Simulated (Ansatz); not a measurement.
Consider the following.

BN (zinc blende), conventional cell a = b = c = 3.6247 Å, α = β = γ = 90.00°. The calculation uses the primitive cell of 2 atoms, to which meshes and values per cell refer.

The volume is varied about the relaxed value V₀ at fixed cell shape. Symmetry pins the atoms to their sites.

Method: PBE (plane waves to 420 eV, PAW, scalar-relativistic; Ansatz, an electronic-structure program). k mesh 16×16×16 (Γ-centred), Fermi-Dirac smearing 0.05 eV. E stands for the smeared free energy. Compression counts positive. BN was relaxed with its symmetry unable to fall. ΔE is measured from the relaxed starting cell.

The scan covers V/V₀ from 0.940 to 1.060 in 13 points.

What pressure does the cell carry at V/V₀ = 0.940?

25.7 GPa.

What is ΔE at V/V₀ = 1.060?

22.7 meV/atom.

What is ΔE at V/V₀ = 0.940?

27.3 meV/atom.

(A scan under strain: stresses follow from slopes of the energy per volume, elastic moduli from its curvatures.)
